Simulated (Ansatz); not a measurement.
All-electron card of V

```yaml
crystal:
  lattice:
    - [-1.51300, 1.51300, 1.51300]
    - [1.51300, -1.51300, 1.51300]
    - [1.51300, 1.51300, -1.51300]
  atoms:
    - { symbol: V, position: [0.00000, 0.00000, 0.00000] }
```

The cell comes from COD entry 7101267, which wasn't checked; take it as a given geometry.

Level of theory: DFT, PBEsol, all-electron LAPW, scalar-relativistic in Ansatz 0.2.0.

Settings: a Γ-centred 19×19×19 k mesh, Fermi–Dirac smearing of 0.03 eV, basis error target 1 meV/atom, spin-polarised from start moments V 1.5 μB (the moments died away, and the run ended non-magnetic).

```json
{"Density of states at the Fermi level (0.2 eV bin)": "1.95 states/eV per cell", "Volume per atom": "93.5 bohr³"}
```

**Question.** Give the computed value. Band gap.

**Answer.** none: bands cross the Fermi level, a metal.

**Question.** Give the computed value. Pressure at this cell.

**Answer.** -11.84 GPa.
